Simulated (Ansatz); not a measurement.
Relaxed-ion elastic tensor of CdSe (wurtzite, P6_3mc) in GPa (Voigt order), the program Ansatz at the LDA level (PAW); density 5.86 g/cm³, 27.11 Å³ per atom.

```
80.0  49.7  42.3   0.0   0.0   0.0
49.7  80.0  42.3   0.0   0.0   0.0
42.3  42.3  90.8   0.0   0.0   0.0
 0.0   0.0   0.0  13.6   0.0   0.0
 0.0   0.0   0.0   0.0  13.6   0.0
 0.0   0.0   0.0   0.0   0.0  15.2
```

Problem. Is the crystal mechanically stable?

Solution. Yes: the smallest eigenvalue of C is 13.6 GPa.

Problem. Work out the Voigt, Reuss and Hill averages.

Solution. K_V = 57.7, K_R = 57.7, K_H = 57.7; G_V = 16.3, G_R = 15.6, G_H = 15.9 GPa.

Problem. Give Young's modulus, Poisson's ratio, Pugh's ratio and the universal anisotropy index.

Solution. E = 9KG/(3K + G) = 43.7 GPa; ν = 0.37; K/G = 3.62 (ductile by the Pugh limit of 1.75); A_U = 5G_V/G_R + K_V/K_R − 6 = 0.22.

Problem. Estimate the sound speeds and the Debye temperature.

Solution. v_l = √((K + 4G/3)/ρ) = 3670 m/s, v_t = √(G/ρ) = 1650 m/s, mean 1860 m/s; Θ = (h/k)(3n/4πV)^(1/3) v_m = 184 K.

Problem. Solve the Christoffel equation for the three sound speeds along x, y, z.

Solution. Eigenvalues of C_ijkl n_j n_l equal ρv² (piezoelectric stiffening left out). In km/s, slowest first: x 1.52, 1.61, 3.70; y 1.52, 1.61, 3.70; z 1.52, 1.52, 3.94.

Problem. How much does each axis shrink under pressure?

Solution. Linear compressibilities β_i = Σ_j S_ij (j = 1 to 3): x 5.9, y 5.9, z 5.5 per TPa.

Symmetry was held in the LDA relaxation; phonons on a q-mesh show no instability.

Potentials: the later of the program's two PAW sets.
